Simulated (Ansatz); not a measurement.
**Equation of state of La₂B₄Rh₅**

A database entry relaxed whole under r2SCAN (Fmmm):

```
La B Rh
1.0
     0.00000    5.02694    5.65505
     2.75905    0.00000    5.65505
     2.75905    5.02694    0.00000
La B Rh
2 4 5
Cartesian
  2.7591 5.0269 1.6167
  2.7591 5.0269 9.6935
  2.7591 3.3938 7.1173
  2.7591 6.6601 7.1173
  2.7591 6.6601 4.1928
  2.7591 3.3938 4.1928
  1.3795 2.5135 2.8275
  4.1386 7.5404 8.4826
  1.3795 2.5135 0.0000
  1.3795 2.5135 5.6551
  2.7591 5.0269 5.6551
```

The cell was scaled uniformly, its shape held, and the atoms relaxed at each volume with plane-wave PAW DFT (Ansatz 0.2.0; r2SCAN, 500 eV, 6×6×6 Γ-centred mesh, fermi-dirac occupations of width 0.100 eV; no spin, no spin-orbit coupling). One row is withheld.

| volume (Å³/atom) | energy over the lowest (meV/atom) | pressure (GPa) |
| --- | --- | --- |
| 13.405 | 33.2 | 13.23 |
| 13.690 | 14.2 | 8.35 |
| 13.975 | ? | ? |
| 14.261 | 0.0 | 0.02 |
| 14.546 | 3.2 | -3.50 |
| 14.831 | 12.4 | -6.66 |
| 15.116 | 27.0 | -9.49 |

Problem. Fit the pressures of the other rows to the third-order Birch-Murnaghan form.

Solution. With f = [(V₀/V)^(2/3) − 1]/2 and P = 3B₀f(1 + 2f)^(5/2)[1 + 3(B₀′ − 4)f/2], least squares gives V₀ = 14.26 Å³ an atom, B₀ = 186 GPa and B₀′ = 4.4; the rows miss the fit by less than 0.01 GPa. The slope of the energies differs from these pressures by 0.08 GPa, since they are taken to zero smearing while pressures follow the free energy.

Problem. What does the withheld row hold?

Solution. The fit gives 3.95 GPa at 13.975 Å³; the run gave 3.97 GPa and 3.4 meV an atom.

Caveats: the shape of the cell was held, so B₀ is an upper bound where the axes differ in stiffness; 0 K, fixed nuclei; the symmetry was kept, and this need not be the phase that is stable at 0 K; one mesh for all volumes; every run is gapless at this level; pressure is positive in compression.
